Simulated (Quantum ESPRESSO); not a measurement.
# HfNb2AlN3C: input and log of a self-consistent run

Simulated, not a measurement. The program is pw.x of Quantum ESPRESSO 7.5 (plane-wave density functional theory). The cell is made up: 8 atoms on a rocksalt lattice, with randomly drawn elements, strain and displacements, not relaxed. PseudoDojo standard norm-conserving files (v0.5 for PBE, v0.4.1 for LDA and PBEsol) set the functional; there is no spin polarisation, spin-orbit coupling or dispersion term, and the masses in the input are unused placeholders. A spin-polarised start on this cell or one of its family kept no moment above 0.05 Bohr magneton at the same smearing; a narrower smearing was not tried.

The hafnium pseudopotential is less sure than the others, with forces about 3 percent (worst 6) and pressure in oxides about 1.5 GPa (worst 2.7) from a second method in checks, which no rerun with the same files tests.

Input:

```
&control calculation='scf', pseudo_dir='./dojo.nc.sr.pbe.v0_5.standard.upf', outdir='./o', disk_io='low', tprnfor=.true., tstress=.true. /
&system ibrav=0, nat=8, ntyp=5, nbnd=40, ecutwfc=84.00895049, nosym=.true., tot_charge=0,
 occupations='smearing', smearing='fd', degauss=0.0073498644
/
&electrons conv_thr=7.350e-09, electron_maxstep=60, /
ATOMIC_SPECIES
Al 1.0 Al.upf
C 1.0 C.upf
Hf 1.0 Hf.upf
N 1.0 N.upf
Nb 1.0 Nb.upf
CELL_PARAMETERS angstrom
4.4907 -0.0598 -0.0158
-0.0598 4.5764 -0.026
-0.0159 -0.0261 4.4593
ATOMIC_POSITIONS angstrom
Hf 0.002 0.0192 0.0299
Nb -0.0497 2.2813 2.1815
Nb 2.273 -0.0762 2.2631
Al 2.201 2.2642 -0.0654
N 2.2265 -0.0091 -0.0339
C 2.2056 2.1979 2.1854
N 4.4804 -0.0902 2.1833
N 4.5037 2.2193 0.0188
K_POINTS automatic
7 7 7 1 1 1
```

The log is shortened where brackets say so; the opening notice, blank lines, dates and the lines on written files are dropped, and the path of the files is cut. It prints rydbergs, bohrs and kilobars, and counts compression as positive stress.

```
     Program PWSCF v.7.5
     Parallel version (MPI & OpenMP), running on       4 processor cores
     Number of MPI processes:                 4
     Threads/MPI process:                     1
     [start-up lines left out]
     bravais-lattice index     =            0
     lattice parameter (alat)  =       8.4870  a.u.
     unit-cell volume          =     618.3091 (a.u.)^3
     number of atoms/cell      =            8
     number of atomic types    =            5
     number of electrons       =        60.00
     number of Kohn-Sham states=           40
     kinetic-energy cutoff     =      84.0090  Ry
     charge density cutoff     =     336.0358  Ry
     scf convergence threshold =      7.3E-09
     mixing beta               =       0.7000
     number of iterations used =            8  plain     mixing
     Exchange-correlation= PBE
                           (   1   4   3   4   0   0   0)
     [axes and pseudopotential details left out]
   Cartesian axes
     site n.     atom                  positions (alat units)
         1        Hf     tau(   1) = (   0.0004453   0.0042751   0.0066576  )
         2        Nb     tau(   2) = (  -0.0110663   0.5079573   0.4857357  )
         3        Nb     tau(   3) = (   0.5061092  -0.0169668   0.5039048  )
         4        Al     tau(   4) = (   0.4900776   0.5041497  -0.0145620  )
         5        N      tau(   5) = (   0.4957554  -0.0020262  -0.0075482  )
         6        C      tau(   6) = (   0.4911018   0.4893873   0.4866040  )
         7        N      tau(   7) = (   0.9976117  -0.0200841   0.4861364  )
         8        N      tau(   8) = (   1.0027998   0.4941523   0.0041860  )
     number of k points=   172  Fermi-Dirac smearing, width (Ry)=  0.0073
     Number of k-points >= 100: set verbosity='high' to print them.
     Dense  grid:    64283 G-vectors     FFT dimensions: (  50,  54,  50)
     Estimated max dynamical RAM per process >     311.89 MB
     Estimated total dynamical RAM >       1.17 GB
     Initial potential from superposition of free atoms
     starting charge      59.9910, renormalised to      60.0000
     Starting wfcs are   50 randomized atomic wfcs
     total cpu time spent up to now is        8.0 secs
     per-process dynamical memory:   271.1 Mb
     Self-consistent Calculation
     iteration #  1     ecut=    84.01 Ry     beta= 0.70
     Davidson diagonalization with overlap
     ethr =  1.00E-02,  avg # of iterations =  2.0
     total cpu time spent up to now is       22.2 secs
     total energy              =    -439.64850795 Ry
     estimated scf accuracy    <       3.30529710 Ry
     iteration #  2     ecut=    84.01 Ry     beta= 0.70
     Davidson diagonalization with overlap
     ethr =  5.51E-03,  avg # of iterations =  4.8
     total cpu time spent up to now is       37.4 secs
     total energy              =    -438.62549590 Ry
     estimated scf accuracy    <      14.15840312 Ry
     iteration #  3     ecut=    84.01 Ry     beta= 0.70
     Davidson diagonalization with overlap
     ethr =  5.51E-03,  avg # of iterations =  3.2
     total cpu time spent up to now is       50.0 secs
     total energy              =    -441.27649300 Ry
     estimated scf accuracy    <       0.99055832 Ry
     iteration #  4     ecut=    84.01 Ry     beta= 0.70
     Davidson diagonalization with overlap
     ethr =  1.65E-03,  avg # of iterations =  2.0
     total cpu time spent up to now is       60.7 secs
     total energy              =    -441.40644182 Ry
     estimated scf accuracy    <       0.10307525 Ry
     iteration #  5     ecut=    84.01 Ry     beta= 0.70
     Davidson diagonalization with overlap
     ethr =  1.72E-04,  avg # of iterations =  3.9
     total cpu time spent up to now is       73.1 secs
     total energy              =    -441.39465524 Ry
     estimated scf accuracy    <       0.05802057 Ry
     [iterations 6 to 11 left out]
     iteration # 12     ecut=    84.01 Ry     beta= 0.70
     Davidson diagonalization with overlap
     ethr =  3.01E-08,  avg # of iterations =  1.9
     total cpu time spent up to now is      158.5 secs
     total energy              =    -441.40628853 Ry
     estimated scf accuracy    <       0.00000290 Ry
     iteration # 13     ecut=    84.01 Ry     beta= 0.70
     Davidson diagonalization with overlap
     ethr =  4.84E-09,  avg # of iterations =  3.9
     total cpu time spent up to now is      171.5 secs
     total energy              =    -441.40628958 Ry
     estimated scf accuracy    <       0.00000052 Ry
     iteration # 14     ecut=    84.01 Ry     beta= 0.70
     Davidson diagonalization with overlap
     ethr =  8.73E-10,  avg # of iterations =  2.2
     total cpu time spent up to now is      182.6 secs
     total energy              =    -441.40628957 Ry
     estimated scf accuracy    <       0.00000020 Ry
     iteration # 15     ecut=    84.01 Ry     beta= 0.70
     Davidson diagonalization with overlap
     ethr =  3.36E-10,  avg # of iterations =  2.0
     total cpu time spent up to now is      193.2 secs
     total energy              =    -441.40628958 Ry
     estimated scf accuracy    <       0.00000003 Ry
     iteration # 16     ecut=    84.01 Ry     beta= 0.70
     Davidson diagonalization with overlap
     ethr =  4.39E-11,  avg # of iterations =  4.6
     total cpu time spent up to now is      206.6 secs
     End of self-consistent calculation
     Number of k-points >= 100: set verbosity='high' to print the bands.
     the Fermi energy is    16.4890 ev
!    total energy              =    -441.40628959 Ry
     estimated scf accuracy    <          4.4E-09 Ry
     smearing contrib. (-TS)   =      -0.00977548 Ry
     internal energy E=F+TS    =    -441.39651411 Ry
     The total energy is F=E-TS. E is the sum of the following terms:
     one-electron contribution =     -57.23527855 Ry
     hartree contribution      =      64.37357747 Ry
     xc contribution           =    -105.62760658 Ry
     ewald contribution        =    -342.90720645 Ry
     convergence has been achieved in  16 iterations
     Forces acting on atoms (cartesian axes, Ry/au):
     atom    1 type  3   force =    -0.00379641   -0.01033663   -0.02460936
     atom    2 type  5   force =     0.00568566   -0.00205633    0.02894225
     atom    3 type  5   force =    -0.01096802    0.00288662   -0.03019192
     atom    4 type  1   force =    -0.00443578   -0.00424107    0.00699366
     atom    5 type  4   force =     0.00995959   -0.00498993    0.02031837
     atom    6 type  2   force =    -0.00014879    0.01070654    0.00616722
     atom    7 type  4   force =     0.00665489    0.00378689    0.02171184
     atom    8 type  4   force =    -0.00295114    0.00424391   -0.02933207
     Total force =     0.069531     Total SCF correction =     0.000031
     Computing stress (Cartesian axis) and pressure
          total   stress  (Ry/bohr**3)                   (kbar)     P=     -112.90
  -0.00068076   0.00020333   0.00004377         -100.14       29.91        6.44
   0.00020333  -0.00106961   0.00007459           29.91     -157.35       10.97
   0.00004377   0.00007459  -0.00055209            6.44       10.97      -81.22
     init_run     :      5.43s CPU      5.68s WALL (       1 calls)
     electrons    :    197.54s CPU    198.64s WALL (       1 calls)
     forces       :      1.94s CPU      1.94s WALL (       1 calls)
     stress       :      7.07s CPU      7.07s WALL (       1 calls)
     [timing details left out]
     PWSCF        :   3m34.41s CPU   3m35.82s WALL
     JOB DONE.
```

In other units: free energy -6005.639 eV for the cell, pressure -11.29 GPa, largest force component 0.776 eV/Å. A rerun of the same cell at another strain at a cutoff of 1467 eV and k mesh 9 x 9 x 9 moved values by no more than 0.018 eV in energy, 0.22 GPa in stress and 0.033 eV/Å in force.